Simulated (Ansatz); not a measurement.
A geometry of Ni away from equilibrium: step 14 of the relaxation of a generated cell, Ni built in the AFLOW prototype A_hR2_166_c (A7, as in As). Calculation: r2SCAN (plane waves to 500 eV, PAW, scalar-relativistic; Ansatz, a program for electronic structure). Γ-centred k-mesh 13×13×13 on the run's cell (coarser than for final values), Fermi–Dirac smearing 0.05 eV.

```xyz
2
Lattice="1.2456 0.7191 3.8233 -1.2456 0.7191 3.8233 0.0000 -1.4383 3.8233" Properties=species:S:1:pos:R:3:forces:R:3 pbc="T T T" free_energy=-11690.529 pressure_GPa=6.4
Ni     0.0000     0.0000     2.8675    0.0000    0.0000    0.0000
Ni     0.0000     0.0000     8.6024    0.0000    0.0000    0.0000
```

Positions in Å, forces in eV/Å, free energy of the cell in eV (comparable only within this code, potentials and settings). Largest force: all forces are below 0.005 eV/Å; the geometry lies 0.03 eV/atom above the end of its relaxation.

Spin-polarised start, with parallel moments on Ni.

Spin state reached: ferromagnetic (net 0.74 μB/atom), from parallel starting moments; other spin orders were not run from this start. r2SCAN tends to overstate moments in metals.

The run could not lose the symmetry of its start; a randomly shaken copy of 2 atoms returns to this structure.
